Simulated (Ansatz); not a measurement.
Relaxed-ion elastic tensor of SiBCN in space group R3m (No. 160; B on 3a, N on 3a, Si on 3a, C on 3a) in GPa (Voigt order), DFT-PBEsol in the program Ansatz with PAW potentials; density 3.35 g/cm³, 8.05 Å³ per atom.

```json
[
 {"": "1", "1": "632", "2": "116", "3": "92.3", "4": "-62.5", "5": "0.0", "6": "0.0"},
 {"": "2", "1": "116", "2": "632", "3": "92.3", "4": "62.5", "5": "0.0", "6": "0.0"},
 {"": "3", "1": "92.3", "2": "92.3", "3": "552", "4": "0.0", "5": "0.0", "6": "0.0"},
 {"": "4", "1": "-62.5", "2": "62.5", "3": "0.0", "4": "180", "5": "0.0", "6": "0.0"},
 {"": "5", "1": "0.0", "2": "0.0", "3": "0.0", "4": "0.0", "5": "180", "6": "-62.5"},
 {"": "6", "1": "0.0", "2": "0.0", "3": "0.0", "4": "0.0", "5": "-62.5", "6": "258"}
]
```

Problem. Is the crystal mechanically stable?

Solution. Yes: the smallest eigenvalue of C is 145 GPa.

Problem. Work out the Voigt, Reuss and Hill averages.

Solution. K_V = 269, K_R = 267, K_H = 268; G_V = 225, G_R = 203, G_H = 214 GPa.

Problem. Give Young's modulus, Poisson's ratio, Pugh's ratio and the universal anisotropy index.

Solution. E = 9KG/(3K + G) = 506 GPa; ν = 0.18; K/G = 1.25 (brittle by the Pugh limit of 1.75); A_U = 5G_V/G_R + K_V/K_R − 6 = 0.55.

Problem. Estimate the sound speeds and the Debye temperature.

Solution. v_l = √((K + 4G/3)/ρ) = 12800 m/s, v_t = √(G/ρ) = 7990 m/s, mean 8810 m/s; Θ = (h/k)(3n/4πV)^(1/3) v_m = 1310 K.

Problem. How much does each axis shrink under pressure?

Solution. Linear compressibilities β_i = Σ_j S_ij (j = 1 to 3): x 1.2, y 1.2, z 1.4 per TPa.

The start of the workflow was typed in or built on a structure type; neither database checked (COD, Materials Project) lists it. Its standing as an ambient phase is unchecked. Symmetry was held in the PBEsol relaxation; whether a distortion lowers the energy is not shown. The volume moved by -19 % from the start of the relaxation.

Potentials: the earlier of the program's two PAW sets. The files were generated under PBE; for other functionals the program regenerates the frozen cores, and for LDA and PBEsol the local potential too.
